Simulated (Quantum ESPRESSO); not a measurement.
Simulation results for Al₂ZnClF₇ (made-up cell, one site empty), Si₂AsNO₅ (made-up cell), TiGaGeO₅F (made-up cell, one site empty)

All values are calculated (Quantum ESPRESSO 7.5). Calculation on a made-up crystal cell, not a measurement, run twice, once with a planted mistake found by running each candidate: periodic Kohn-Sham density functional theory in plane waves with PseudoDojo standard norm-conserving scalar-relativistic pseudopotentials, each functional with its own files (v0.5 for PBE, v0.4.1 for LDA and PBEsol), no spin polarisation, no spin-orbit coupling, atoms not relaxed, stress positive in tension, energies less a fixed whole-eV offset for each atom's element; levels are Kohn-Sham levels at fractions of this cell's reciprocal vectors, counted from the reference band (half the neutral cell's valence electrons, rounded up) at Gamma; error bars cover cutoff and k-mesh only, not smearing or the files; each bar is the largest change over components, and at least 0.002 eV, 0.002 eV per angstrom or 0.02 GPa; a charged cell sits in a uniform background, with energy and stress on this program's zero of potential; no dispersion term; energies are for the whole cell, and the offsets were chosen from early runs and are not element reference energies; a distance is the largest change of any value in units of its error bar (the energy's for the smearing term), a scale change is of lengths, and a coarse mesh keeps the half-step shift.

Common to all entries: intended functional pbe; intended cutoff 1143 eV; intended fermi dirac smearing 0.025 eV; intended scf tolerance 1e-07 eV; intended electrons removed 0; healthy smearing term minus ts 0 eV; structure shown as intended, without the mistake.

(1) Al₂ZnClF₇ (made-up cell, one site empty)

Intended structure:
```
cell vectors (Å)
   4.6338    -0.0581     0.0242
  -0.0581     4.6500     0.0173
   0.0322     0.0231     6.2723
atoms (fractions of the cell vectors)
Al  0.52170  0.52697  0.22586
Zn -0.00688  0.03145  0.48797
Al  0.48267  0.50342  0.77170
F   0.31738  0.30433  0.00384
F   0.68139  0.68654 -0.01911
F   0.83924  0.17579  0.27091
F   0.18917  0.77997  0.24360
F   0.30347  0.32956  0.50037
Cl  0.67740  0.68892  0.49621
F   0.79130  0.20811  0.73782
F   0.20606  0.83216  0.74192
```

```
lattice type                         : rutile, doubled along c
empty site                           : 1
healthy free energy less offsets     : 35.585 eV
healthy scf iterations               : 10
healthy pressure                     : 6.36 GPa
healthy stress xx                    : -3.77 GPa
healthy stress yy                    : -4.37 GPa
healthy stress zz                    : -10.93 GPa
healthy stress yz                    : 2.05 GPa
healthy stress xz                    : -3.4 GPa
healthy stress xy                    : -15.03 GPa
healthy reference band               : 41
faulty free energy less offsets      : 34.301 eV
faulty scf iterations                : 10
faulty smearing term minus ts        : 0 eV
faulty pressure                      : 3.17 GPa
faulty stress xx                     : -3.13 GPa
faulty stress yy                     : -5 GPa
faulty stress zz                     : -1.4 GPa
faulty stress yz                     : 4.84 GPa
faulty stress xz                     : -5.01 GPa
faulty stress xy                     : -1.58 GPa
faulty reference band                : 41
candidate k points along each vector : 1
candidate cutoff                     : 825 eV
candidate smearing                   : 0.5 eV
candidate functional                 : pbesol
candidate scf tolerance              : 0.3 eV
candidate electrons removed          : -1
candidate scale change               : -1 percent
candidate first exchanged site       : 10
candidate second exchanged site      : 12
intended k mesh                      : 5 x 5 x 4, shifted by half a step
fault kind                           : atoms exchanged
other mistakes compared              : 7
distance from healthy                : 2379 error bars
distance from nearest other mistake  : 2349 error bars
healthy error bar energy             : 0.003175 eV
healthy error bar stress             : 0.02 GPa
healthy error bar force              : 0.002 eV/Å
healthy error bar next band up       : 0.002 eV
```

Atoms:
```tsv
atoms element	atom site	atom energy offset (eV)
Al	2	-64
Zn	3	-5687
Al	4	-64
F	5	-677
F	6	-677
F	7	-677
F	8	-677
F	9	-677
Cl	10	-449
F	11	-677
F	12	-677
```

Healthy forces:
```tsv
site	x (eV/Å)	y (eV/Å)	z (eV/Å)
2	-3.21	-1.812	-3.413
3	3.495	-0.959	3.873
4	-1.509	-1.494	1.091
5	1.153	1.267	0.146
6	-0.305	-0.461	0.705
7	-3.809	3.788	-4.606
8	2.058	-1.52	-0.23
9	0.364	-0.101	0.313
10	2.209	1.66	1.361
11	-1.696	1.566	0.639
12	1.251	-1.934	0.12
```

Healthy levels:
```tsv
level k point	next band up (eV)
Gamma	4.431
(1/2,1/2,1/2)	6.486
(0.15,0,0)	4.686
(0,0.15,0)	4.69
(0,0,0.15)	4.624
```

Faulty forces:
```tsv
site	x (eV/Å)	y (eV/Å)	z (eV/Å)
2	-1.489	0.018	1.346
3	0.88	-1.59	1.763
4	2.436	-3.46	-1.46
5	1.276	1.218	0.548
6	-0.027	-0.592	1.187
7	-3.9	3.62	-4.08
8	2.292	-1.657	-0.188
9	1.66	0.976	-0.317
10	-0.315	-1.02	-1.219
11	-2.115	2.116	0.463
12	-0.699	0.372	1.957
```

Faulty levels:
```tsv
level k point	next band up (eV)
Gamma	3.831
(1/2,1/2,1/2)	5.724
(0.15,0,0)	4.093
(0,0.15,0)	4.091
(0,0,0.15)	3.997
```

Candidate mistake: coarse kmesh, low cutoff, wide smearing, wrong functional, loose scf, wrong charge, cell scaled, atoms exchanged

(2) Si₂AsNO₅ (made-up cell)

Intended structure:
```
cell vectors (Å)
   5.0569    -0.0547     0.0367
  -2.5758     4.4859     0.0012
   0.0403     0.0248     5.5428
atoms (fractions of the cell vectors)
Si  0.46441  0.01366  0.64706
Si  0.01323  0.48124  0.34406
As  0.53574  0.53684  0.00330
O   0.42680  0.28618  0.78076
O   0.75316  0.13890  0.45977
O   0.84656  0.57611  0.11838
O   0.28204  0.41983  0.20204
O   0.15816  0.73268  0.52449
N   0.58161  0.86358  0.87480
```

```
lattice type                         : quartz
healthy free energy less offsets     : 8.215 eV
healthy scf iterations               : 12
healthy pressure                     : 5.33 GPa
healthy stress xx                    : -5.11 GPa
healthy stress yy                    : -0.37 GPa
healthy stress zz                    : -10.51 GPa
healthy stress yz                    : -3.83 GPa
healthy stress xz                    : 6.19 GPa
healthy stress xy                    : -8.66 GPa
healthy reference band               : 29
faulty free energy less offsets      : 7.926 eV
faulty scf iterations                : 11
faulty smearing term minus ts        : -1.051 eV
faulty pressure                      : 7.73 GPa
faulty stress xx                     : -7.68 GPa
faulty stress yy                     : -2.75 GPa
faulty stress zz                     : -12.75 GPa
faulty stress yz                     : -3.9 GPa
faulty stress xz                     : 5.85 GPa
faulty stress xy                     : -8.07 GPa
faulty reference band                : 29
candidate k points along each vector : 2
candidate cutoff                     : 589 eV
candidate smearing                   : 0.72 eV
candidate functional                 : pbesol
candidate scf tolerance              : 0.7 eV
candidate electrons removed          : 1
candidate scale change               : 2 percent
candidate first exchanged site       : 8
candidate second exchanged site      : 9
intended k mesh                      : 5 x 5 x 4, shifted by half a step
fault kind                           : wide smearing
other mistakes compared              : 7
distance from healthy                : 347.5 error bars
distance from nearest other mistake  : 344.5 error bars
healthy error bar energy             : 0.003205 eV
healthy error bar stress             : 0.02 GPa
healthy error bar force              : 0.002 eV/Å
healthy error bar next band up       : 0.002 eV
```

Atoms:
```tsv
atoms element	atom site	atom energy offset (eV)
Si	1	-115
Si	2	-115
As	3	-2887
O	4	-452
O	5	-452
O	6	-452
O	7	-452
O	8	-452
N	9	-283
```

Healthy forces:
```tsv
site	x (eV/Å)	y (eV/Å)	z (eV/Å)
1	2.455	-1.521	4.363
2	-0.614	-4.611	-4.075
3	-0.211	6.399	-7.725
4	0.364	-2.959	-2.843
5	0.214	2.916	-1.876
6	4.589	-0.089	2.778
7	-6.258	-3.235	7.153
8	-0.318	3.262	1.987
9	-0.222	-0.162	0.237
```

Healthy levels:
```tsv
level k point	next band up (eV)
Gamma	2.293
(1/2,1/2,1/2)	4.079
(0.15,0,0)	2.618
(0,0.15,0)	2.567
(0,0,0.15)	2.509
```

Faulty forces:
```tsv
site	x (eV/Å)	y (eV/Å)	z (eV/Å)
1	2.02	-1.174	3.756
2	-0.643	-4.578	-3.969
3	0.119	5.704	-7.226
4	0.296	-2.956	-2.933
5	0.3	2.671	-1.756
6	4.817	0.065	2.787
7	-6.31	-3.147	7.069
8	-0.247	3.244	2.205
9	-0.352	0.17	0.067
```

Faulty levels:
```tsv
level k point	next band up (eV)
Gamma	2.586
(1/2,1/2,1/2)	4.403
(0.15,0,0)	2.908
(0,0.15,0)	2.861
(0,0,0.15)	2.801
```

Candidate mistake: coarse kmesh, low cutoff, wide smearing, wrong functional, loose scf, wrong charge, cell scaled, atoms exchanged

(3) Si₂AsNO₅ (made-up cell)

Structure as in entry 2.

```
lattice type                         : quartz
healthy free energy less offsets     : 8.215 eV
healthy scf iterations               : 12
healthy pressure                     : 5.33 GPa
healthy stress xx                    : -5.11 GPa
healthy stress yy                    : -0.37 GPa
healthy stress zz                    : -10.51 GPa
healthy stress yz                    : -3.83 GPa
healthy stress xz                    : 6.19 GPa
healthy stress xy                    : -8.66 GPa
healthy reference band               : 29
faulty free energy less offsets      : 4.019 eV
faulty scf iterations                : 13
faulty smearing term minus ts        : -0.019 eV
faulty pressure                      : -7.34 GPa
faulty stress xx                     : 7.39 GPa
faulty stress yy                     : 11.83 GPa
faulty stress zz                     : 2.8 GPa
faulty stress yz                     : -1.87 GPa
faulty stress xz                     : 4.63 GPa
faulty stress xy                     : -5.89 GPa
faulty reference band                : 29
candidate k points along each vector : 2
candidate cutoff                     : 589 eV
candidate smearing                   : 0.72 eV
candidate functional                 : pbesol
candidate scf tolerance              : 0.7 eV
candidate electrons removed          : 1
candidate scale change               : 2 percent
candidate first exchanged site       : 8
candidate second exchanged site      : 9
intended k mesh                      : 5 x 5 x 4, shifted by half a step
fault kind                           : wrong charge
other mistakes compared              : 7
distance from healthy                : 1763 error bars
distance from nearest other mistake  : 1382 error bars
healthy error bar energy             : 0.003205 eV
healthy error bar stress             : 0.02 GPa
healthy error bar force              : 0.002 eV/Å
healthy error bar next band up       : 0.002 eV
```

Atoms:
```tsv
atoms element	atom site	atom energy offset (eV)
Si	1	-115
Si	2	-115
As	3	-2887
O	4	-452
O	5	-452
O	6	-452
O	7	-452
O	8	-452
N	9	-283
```

Healthy forces:
```tsv
site	x (eV/Å)	y (eV/Å)	z (eV/Å)
1	2.455	-1.521	4.363
2	-0.614	-4.611	-4.075
3	-0.211	6.399	-7.725
4	0.364	-2.959	-2.843
5	0.214	2.916	-1.876
6	4.589	-0.089	2.778
7	-6.258	-3.235	7.153
8	-0.318	3.262	1.987
9	-0.222	-0.162	0.237
```

Healthy levels:
```tsv
level k point	next band up (eV)
Gamma	2.293
(1/2,1/2,1/2)	4.079
(0.15,0,0)	2.618
(0,0.15,0)	2.567
(0,0,0.15)	2.509
```

Faulty forces:
```tsv
site	x (eV/Å)	y (eV/Å)	z (eV/Å)
1	0.696	-0.453	1.491
2	-0.696	-4.362	-3.74
3	1.539	2.873	-5.194
4	0.309	-2.414	-2.171
5	0.175	2.084	-1.173
6	4.011	0.138	2.109
7	-5.996	-2.431	6.068
8	0.117	3.635	2.729
9	-0.156	0.93	-0.12
```

Faulty levels:
```tsv
level k point	next band up (eV)
Gamma	3.947
(1/2,1/2,1/2)	5.722
(0.15,0,0)	4.226
(0,0.15,0)	4.202
(0,0,0.15)	4.143
```

Candidate mistake: coarse kmesh, low cutoff, wide smearing, wrong functional, loose scf, wrong charge, cell scaled, atoms exchanged

(4) TiGaGeO₅F (made-up cell, one site empty)

Intended structure:
```
cell vectors (Å)
   2.6628     1.5741     4.6182
  -2.6632     1.5012     4.6421
  -0.0633    -3.0151     4.6107
atoms (fractions of the cell vectors)
Ti  0.36194  0.30747  0.34493
Ga  0.62793  0.66265  0.64110
Ge  0.83028  0.87315  0.85915
O   0.55020  0.93446  0.25458
O   0.24687  0.54969  0.96248
O   0.97354  0.21818  0.55271
O   0.47604  0.00863  0.76349
O   0.74291  0.43930  0.05800
F   0.06305  0.75288  0.44422
```

```
lattice type                         : corundum
empty site                           : 2
healthy free energy less offsets     : 9.937 eV
healthy scf iterations               : 16
healthy pressure                     : -18.61 GPa
healthy stress xx                    : 16.28 GPa
healthy stress yy                    : 23.2 GPa
healthy stress zz                    : 16.36 GPa
healthy stress yz                    : 3.02 GPa
healthy stress xz                    : 3.9 GPa
healthy stress xy                    : 1.53 GPa
healthy reference band               : 38
faulty free energy less offsets      : 21.866 eV
faulty scf iterations                : 16
faulty smearing term minus ts        : 0 eV
faulty pressure                      : -28.03 GPa
faulty stress xx                     : 25.51 GPa
faulty stress yy                     : 33 GPa
faulty stress zz                     : 25.57 GPa
faulty stress yz                     : 2.96 GPa
faulty stress xz                     : 4.04 GPa
faulty stress xy                     : 1.39 GPa
faulty reference band                : 38
candidate k points along each vector : 2
candidate cutoff                     : 580 eV
candidate smearing                   : 0.5 eV
candidate functional                 : lda
candidate scf tolerance              : 0.08 eV
candidate electrons removed          : 1
candidate scale change               : -1.64 percent
candidate first exchanged site       : 3
candidate second exchanged site      : 4
intended k mesh                      : 5 x 5 x 5, shifted by half a step
fault kind                           : ?
```

Atoms:
```tsv
atoms element	atom site	atom energy offset (eV)
Ti	1	-1614
Ga	3	-2080
Ge	4	-2430
O	5	-452
O	6	-452
O	7	-452
O	8	-452
O	9	-452
F	10	-677
```

Healthy forces:
```tsv
site	x (eV/Å)	y (eV/Å)	z (eV/Å)
1	-0.099	1.655	0.228
3	1.145	-1.892	0.427
4	0.633	-0.486	-0.897
5	0.979	0.697	0.786
6	-1.003	0.707	0.348
7	-0.854	-1.473	0.923
8	0.016	2.249	-0.097
9	-1.655	-0.462	-0.987
10	0.838	-0.996	-0.73
```

Healthy levels:
```tsv
level k point	next band up (eV)
Gamma	1.556
(1/2,1/2,1/2)	1.862
(0.15,0,0)	1.89
(0,0.15,0)	1.847
(0,0,0.15)	1.913
```

Faulty forces:
```tsv
site	x (eV/Å)	y (eV/Å)	z (eV/Å)
1	-0.034	1.663	-0.048
3	0.864	-1.828	0.567
4	0.494	-0.455	-1.013
5	1.003	0.624	1.04
6	-0.904	0.715	0.615
7	-0.723	-1.488	1.019
8	0.46	2.412	-0.23
9	-1.971	-0.411	-1.156
10	0.812	-1.232	-0.795
```

Faulty levels:
```tsv
level k point	next band up (eV)
Gamma	1.468
(1/2,1/2,1/2)	1.801
(0.15,0,0)	1.816
(0,0.15,0)	1.772
(0,0,0.15)	1.838
```

Candidate mistake: coarse kmesh, low cutoff, wide smearing, wrong functional, loose scf, wrong charge, cell scaled, atoms exchanged

(5) TiGaGeO₅F (made-up cell, one site empty)

Structure as in entry 4.

```
lattice type                         : corundum
empty site                           : 2
healthy free energy less offsets     : 9.937 eV
healthy scf iterations               : 16
healthy pressure                     : -18.61 GPa
healthy stress xx                    : 16.28 GPa
healthy stress yy                    : 23.2 GPa
healthy stress zz                    : 16.36 GPa
healthy stress yz                    : 3.02 GPa
healthy stress xz                    : 3.9 GPa
healthy stress xy                    : 1.53 GPa
healthy reference band               : 38
faulty free energy less offsets      : 4.211 eV
faulty scf iterations                : 19
faulty smearing term minus ts        : -0.023 eV
faulty pressure                      : -36.59 GPa
faulty stress xx                     : 36.56 GPa
faulty stress yy                     : 38.36 GPa
faulty stress zz                     : 34.85 GPa
faulty stress yz                     : 1.88 GPa
faulty stress xz                     : 2.98 GPa
faulty stress xy                     : 1.74 GPa
faulty reference band                : 38
candidate k points along each vector : 2
candidate cutoff                     : 580 eV
candidate smearing                   : 0.5 eV
candidate functional                 : lda
candidate scf tolerance              : 0.08 eV
candidate electrons removed          : 1
candidate scale change               : -1.64 percent
candidate first exchanged site       : 3
candidate second exchanged site      : 4
intended k mesh                      : 5 x 5 x 5, shifted by half a step
fault kind                           : ?
```

Atoms:
```tsv
atoms element	atom site	atom energy offset (eV)
Ti	1	-1614
Ga	3	-2080
Ge	4	-2430
O	5	-452
O	6	-452
O	7	-452
O	8	-452
O	9	-452
F	10	-677
```

Healthy forces:
```tsv
site	x (eV/Å)	y (eV/Å)	z (eV/Å)
1	-0.099	1.655	0.228
3	1.145	-1.892	0.427
4	0.633	-0.486	-0.897
5	0.979	0.697	0.786
6	-1.003	0.707	0.348
7	-0.854	-1.473	0.923
8	0.016	2.249	-0.097
9	-1.655	-0.462	-0.987
10	0.838	-0.996	-0.73
```

Healthy levels:
```tsv
level k point	next band up (eV)
Gamma	1.556
(1/2,1/2,1/2)	1.862
(0.15,0,0)	1.89
(0,0.15,0)	1.847
(0,0,0.15)	1.913
```

Faulty forces:
```tsv
site	x (eV/Å)	y (eV/Å)	z (eV/Å)
1	-0.609	0.667	-0.392
3	1.287	-1.051	-0.126
4	0.527	-0.125	-0.457
5	0.746	0.833	0.831
6	-0.724	0.559	0.396
7	-0.875	-1.315	0.945
8	0.464	1.617	-0.005
9	-1.562	-0.001	-0.492
10	0.746	-1.186	-0.7
```

Faulty levels:
```tsv
level k point	next band up (eV)
Gamma	2.185
(1/2,1/2,1/2)	2.397
(0.15,0,0)	2.476
(0,0.15,0)	2.439
(0,0,0.15)	2.494
```

Candidate mistake: coarse kmesh, low cutoff, wide smearing, wrong functional, loose scf, wrong charge, cell scaled, atoms exchanged

## Withheld values
1. Estimate the fault kind of TiGaGeO₅F (made-up cell, one site empty) (entry 4).
2. What fault kind does the calculation give for TiGaGeO₅F (made-up cell, one site empty) (entry 5)?

Calculated values
1. wrong functional
2. wrong charge

Further results for TiGaGeO₅F (made-up cell, one site empty) (entry 4):

```
other mistakes compared             : 7
distance from healthy               : 4795 error bars
distance from nearest other mistake : 4786 error bars
healthy error bar energy            : 0.002488 eV
healthy error bar stress            : 0.03207 GPa
healthy error bar force             : 0.002 eV/Å
healthy error bar next band up      : 0.002 eV
```

Further results for TiGaGeO₅F (made-up cell, one site empty) (entry 5):

```
other mistakes compared             : 7
distance from healthy               : 2302 error bars
distance from nearest other mistake : 2081 error bars
healthy error bar energy            : 0.002488 eV
healthy error bar stress            : 0.03207 GPa
healthy error bar force             : 0.002 eV/Å
healthy error bar next band up      : 0.002 eV
```
